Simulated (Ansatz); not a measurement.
CaF$_{2}$ (fluorite, Fm-3m), r²SCAN (plane waves, PAW; program Ansatz). The conduction-band minimum lies at Γ, with 1 equivalent valley. Second derivatives d²E/dk² of the lowest band at one valley (eV·Å²), along Cartesian directions:

| direction | d²E/dk² |
|---|---|
| [100] | 13.61 |
| [010] | 13.61 |
| [001] | 13.61 |
| [110] | 13.61 |
| [101] | 13.61 |
| [011] | 13.61 |

**Question.** Find the principal effective masses, the density-of-states mass and the conductivity mass.

**Answer.** Off-diagonal terms follow from H_xy = H[110] − (H_xx + H_yy)/2, and m*/mₑ = 7.620 eV·Å² over each eigenvalue: 0.56, 0.56, 0.56. One valley's DOS mass (m₁m₂m₃)^(1/3) = 0.56, conductivity mass 3/(Σ 1/mᵢ) = 0.56 mₑ.

**Question.** What effective density of states Nc follows at 300 K for parabolic valleys?

**Answer.** Nc = 2.509e19 × 1 × (0.56)^(3/2) ≈ 1.1e19 cm⁻³.

The r²SCAN relaxation kept the symmetry of its start.

Potentials: the later of the program's two PAW sets.

Edges and masses are those of Kohn–Sham bands, whose gap is no quasiparticle gap.
